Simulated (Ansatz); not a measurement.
**Two states of MnVO2**

```xyz
8
Lattice="3.0348 0.0000 0.0000 -1.5174 2.6282 0.0000 0.0000 0.0000 11.6331" Properties=species:S:1:pos:R:3 pbc="T T T"
V    -0.0002    1.7522    2.9083
V     1.5173    0.8760    8.7248
O    -0.0002    1.7522    1.0249
O     1.5173    0.8760    6.8414
O    -0.0002    1.7522    4.7917
O     1.5174    0.8762   10.6082
Mn    0.0000    0.0000    0.0000
Mn    0.0000    0.0000    5.8165
```

Single point in Ansatz 0.2.0 with PBE, with U_eff = 2.15 eV on Mn d, U_eff = 1.15 eV on V d (all-electron-ortho-atomic projectors). Cutoff 420 eV, PAW datasets, 9×9×2 Γ-centred k mesh, cold filling (width 0.0117 eV).

State A: V1 up, V2 down, Mn7 up, Mn8 down (collinear spin). State B: V1 up, V2 up, Mn7 up, Mn8 up (collinear spin).

Problem. Compare the two self-consistent states.

Solution. State B is lower by 26.8 meV an atom at zero smearing.

```json
{"state": "A", "free energy (meV/atom)": "26.8", "largest moment in a small sphere (μB)": "3.78", "net moment (μB/cell)": "0.00", "gap on mesh (eV)": "metal", "pressure (GPa)": "10.9", "largest force (eV/Å)": "2.54"}
{"state": "B", "free energy (meV/atom)": "0.0", "largest moment in a small sphere (μB)": "3.75", "net moment (μB/cell)": "12.75", "gap on mesh (eV)": "metal", "pressure (GPa)": "11.0", "largest force (eV/Å)": "1.61"}
```

Origin: a known structure type with other elements, at an estimated volume, so it need not be a known compound. Caveats: another magnetic order, which this cell may not hold, can open a gap; atoms or cell far from equilibrium.
